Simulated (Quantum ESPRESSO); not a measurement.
## Kohn-Sham bands of TiRh$_{3}$ (Cu3Au type)

```
TiRh3
1.0
    3.82597     0.00000     0.00000
    0.00000     3.82597     0.00000
    0.00000     0.00000     3.82597
Ti Rh
1 3
Cartesian
  0.00000   0.00000   0.00000
  1.91298   1.91298   0.00000
  0.00000   1.91298   1.91298
  1.91298   0.00000   1.91298
```

Structure: Materials Project mp-1152, symmetrised, not relaxed again. COD (Crystallography Open Database) has an entry of this formula and space group (matched by these alone). Level: PBEsol, no spin polarisation, no spin-orbit coupling; pw.x of Quantum ESPRESSO at 71 Ry with PseudoDojo potentials, 4×4×4 k-points, Wannier90. Density: 12×12×12 mesh, cold smearing 0.01 Ry.

**Question.** List the Kohn-Sham levels between −8 and 3.0 eV relative to the Fermi level at the high-symmetry points, as a band run of pw.x on that density gives them (levels within 2 meV counted together).

**Answer.** 
```
point  k (reciprocal lattice)                                                                                                                           levels (eV)
-----  ----------------------  ------------------------------------------------------------------------------------------------------------------------------------
Γ           0.000 0.000 0.000                                              -7.38, -5.74, -5.36 (×2), -5.08 (×3), -2.06 (×3), -0.19 (×2), 0.84, 1.31 (×3), 2.69 (×2)
X           0.000 0.500 0.000  -5.28, -4.72, -4.57, -4.28, -3.85, -3.37 (×2), -3.16, -2.76 (×2), -1.60, -1.22, -1.09 (×2), -0.89, 0.11, 1.09 (×2), 1.31, 1.75, 2.02
M           0.500 0.500 0.000        -4.03 (×2), -3.63, -3.52, -3.41, -3.14, -3.11 (×2), -2.77 (×2), -2.38, -1.59, -1.50 (×2), -1.14, -0.74, -0.73, 1.48 (×2), 1.61
R           0.500 0.500 0.500                               -5.37, -5.29 (×3), -2.82 (×3), -2.05 (×3), -1.54 (×2), 0.89 (×3), 0.98, 1.05 (×3), 2.55 (×3), 2.83 (×2)
```
